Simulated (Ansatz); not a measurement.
Ta$_{3}$Sb:
```
Ta3Sb
1.0
    5.26971     0.00000     0.00000
    0.00000     5.26971     0.00000
    0.00000     0.00000     5.26971
Ta Sb
6 2
Cartesian
  1.31743   0.00000   2.63485
  3.95228   0.00000   2.63485
  2.63485   3.95228   0.00000
  2.63485   1.31743   0.00000
  0.00000   2.63485   3.95228
  0.00000   2.63485   1.31743
  0.00000   0.00000   0.00000
  2.63485   2.63485   2.63485
```

Relaxed with r²SCAN. Special points in fractions of this cell's reciprocal vectors: Γ (0.000, 0.000, 0.000); X (0.000, 0.500, 0.000); M (0.500, 0.500, 0.000); R (0.500, 0.500, 0.500).

Question: List the band energies nearest the Fermi level at these points for plane-wave PAW r²SCAN (Ansatz code).

Answer: In eV from the Fermi level; about four levels below and three above (degenerate sets whole), none deeper than 8.9 eV; points with the same levels are listed once.

```tsv
k	below	above
Γ	-1.13 -1.13 -1.13 -0.28 -0.28	0.35 2.99 2.99
X	-1.34 -1.34 -1.10 -1.10	1.59 1.59 2.58 2.58
M	-1.40 -0.82 -0.29 -0.29	0.12 0.12 0.42 0.42
R	-0.17 -0.17 -0.17 -0.17	2.96 2.96 2.96 2.96 2.96 2.96
```

Space group Pm-3n (A15 (Cr3Si type)). The first step of the workflow began from a Materials Project structure, measured or hypothetical; the Crystallography Open Database files this formula in space group No. 223, but the cells were not matched. Whether it is the stable phase at ambient conditions was not checked. The r²SCAN relaxation kept the symmetry of its start; whether a distortion lowers the energy is not shown. No spin polarisation was allowed. Scalar-relativistic: spin–orbit coupling is off unless named, which matters more the heavier the elements.

Potentials: the later of the program's two PAW sets.
